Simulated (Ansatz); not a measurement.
This cell of ZrC (rock salt) is off equilibrium:

```
ZrC
1.0
    0.00000     2.35572     2.35572
    2.35572     0.00000     2.35572
    2.35572     2.35572     0.00000
Zr C
1 1
Direct
  0.01176   0.01176   0.01176
  0.50000   0.50000   0.50000
```

All values below come from r2SCAN (plane waves to 500 eV, PAW, scalar-relativistic; Ansatz, a first-principles code). k mesh 14×14×14 (Γ-centred), Fermi-Dirac smearing 0.05 eV. Energies are smeared free energies. Compression counts positive. With partly filled bands, energies and forces of such displacements shift with the k mesh and the smearing. ZrC is run without spin polarisation. ZrC was relaxed with its symmetry unable to fall.

Q: Predict the force on every atom, in eV/Å.

A: 
```csv
atom,Fx,Fy,Fz
Zr1,-0.333,-0.333,-0.333
C2,0.333,0.333,0.333
```

Q: Give the stress tensor in GPa and the pressure.

A: 
```
    0.7     -0.4     -0.4
   -0.4      0.7     -0.4
   -0.4     -0.4      0.7
```
The pressure, a third of the trace, is 0.7 GPa.

Q: In it atom 1 sits (0.055, 0.055, 0.055) Å away from its relaxed site. What is its energy relative to the relaxed cell?

A: 28 meV/cell.

(A displaced cell: forces are minus the slopes of the energy, force constants its curvatures, and phonons follow from these.)
